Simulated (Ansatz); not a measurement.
A trial cell of FeCuC4N4, before relaxation:

```
Fe Cu C N
1.0
     5.90687    0.00000    0.00000
     0.00000    5.90687    0.00000
     0.00000    0.00000    5.90687
Fe Cu C N
1 1 4 4
Direct
  0.00000 0.00000 0.00000
  0.50000 0.50000 0.50000
  0.18942 0.18942 0.18942
  0.18942 0.81058 0.81058
  0.81058 0.18942 0.81058
  0.81058 0.81058 0.18942
  0.30378 0.30378 0.30378
  0.30378 0.69622 0.69622
  0.69622 0.30378 0.69622
  0.69622 0.69622 0.30378
```

Computed with DFT PBE, scalar-relativistic, plane waves, PAW (Ansatz 0.2.0). Cutoff 420 eV, Gaussian smearing, Γ-centred meshes. Cell and atoms relax on a converged mesh. The steps can't lower the symmetry of their start, moments included. Collinear spin, starting moments -4 1 0 0 0 0 0 0 0 0 μB in the order of the atoms.

A guess keeps its type if space group and coordination stay and the shape of the cell changes little (axis ratios within about 15 %, angles within 6°); the volume may change.

Question: Does it keep its structure type, or change into something else?

Answer: It keeps its type. The symmetry stays P-43m (No. 215). The volume per atom shrinks by 1.6 %, from 20.6 to 20.3 Å³. The shortest distance stays 1.17 Å (C–N). Counting neighbours within 15 % of an atom's shortest distance, the start has C 1, Cu 4, Fe 4, N 1 and the end C 1, Cu 4, Fe 4, N 1.

The last run used collinear spin, a 6×6×6 mesh for its 10-atom cell and Gaussian smearing of 0.02 eV. Another magnetic order may lie lower. Symmetry constrained the relaxation, so the result can be a saddle point.
